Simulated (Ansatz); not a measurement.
Zincblende alloy of BeS and BeSe (18 of 32 S sites exchanged), 64 atoms

Ansatz, PAW, plane waves. PBEsol relaxation of volume and atoms (shape held) at the single k point (¼, ¼, ¼) without its symmetry partners; single points on the relaxed atoms at the Γ point alone, onto which points of the small cell's zone fold. Arrangement: quasirandom. No spin–orbit coupling unless named.

Relaxed structure:

```
CELL_PARAMETERS angstrom
10.00273 0.00000 0.00000
0.00000 10.00273 0.00000
0.00000 0.00000 10.00273
ATOMIC_POSITIONS crystal
Be 0.99365 0.99322 0.99491
Be 0.00680 0.99376 0.49370
Be 0.00732 0.50530 0.00585
Be 0.00363 0.50603 0.50504
Be 0.49419 0.00324 0.00541
Be 0.50964 0.99858 0.49972
Be 0.50518 0.50556 0.00456
Be 0.48842 0.49984 0.49803
Be 0.25574 0.24510 0.99481
Be 0.25586 0.25369 0.50454
Be 0.24617 0.75576 0.00500
Be 0.24630 0.74612 0.49412
Be 0.74954 0.23836 0.99988
Be 0.74463 0.24503 0.50438
Be 0.75037 0.75158 0.01004
Be 0.74514 0.75585 0.49360
Be 0.25097 0.98895 0.25059
Be 0.25073 0.99848 0.76059
Be 0.25093 0.51118 0.24913
Be 0.25060 0.49977 0.74072
Be 0.74520 0.99337 0.24371
Be 0.74991 0.00859 0.75072
Be 0.74486 0.50509 0.24635
Be 0.74992 0.50018 0.75108
Be 0.00056 0.24962 0.25056
Be 0.99455 0.24372 0.75659
Be 0.00409 0.75601 0.24445
Be 0.01080 0.75082 0.75037
Be 0.50508 0.24382 0.24424
Be 0.49423 0.24484 0.74557
Be 0.49837 0.75101 0.25056
Be 0.49962 0.75124 0.75124
Se 0.12555 0.11955 0.12280
Se 0.12681 0.12322 0.62796
Se 0.62252 0.62544 0.62234
Se 0.37660 0.37652 0.12526
Se 0.37409 0.87530 0.62400
Se 0.87407 0.37521 0.12392
Se 0.87542 0.37368 0.62665
Se 0.87683 0.87615 0.62522
Se 0.37787 0.12204 0.37499
Se 0.37274 0.62671 0.87696
Se 0.87288 0.12064 0.37376
Se 0.87659 0.62945 0.37244
Se 0.87825 0.62818 0.87817
Se 0.12819 0.37933 0.37635
Se 0.12686 0.37501 0.87423
Se 0.62235 0.37503 0.37504
Se 0.62368 0.37122 0.87567
Se 0.62508 0.87863 0.87932
S 0.12724 0.63152 0.12655
S 0.12849 0.62717 0.62389
S 0.62499 0.12023 0.12381
S 0.62369 0.12456 0.62681
S 0.62388 0.62995 0.12826
S 0.37528 0.37522 0.62523
S 0.37517 0.87394 0.12678
S 0.87528 0.87514 0.12503
S 0.37661 0.12302 0.87574
S 0.37386 0.62842 0.37357
S 0.87379 0.12143 0.87717
S 0.12713 0.87104 0.37216
S 0.12558 0.87508 0.87826
S 0.62373 0.87526 0.37109
```

Task: What are the mean bond lengths by pair (pairs within 1.2 times the sum of covalent radii, less contacts 15 % beyond the pair's median; cation–cation pairs of compounds aside; long ionic contacts are cut short by that bound)?

Result: Be–S 2.116 ± 0.012 Å (standard deviation, 56 bonds); Be–Se 2.207 ± 0.013 Å (standard deviation, 72 bonds).

Task: What gap lies between the top filled and the lowest empty level in the single points?

Result: HSE06 with spin–orbit coupling 3.42 eV (6.8 min on NVIDIA H100).
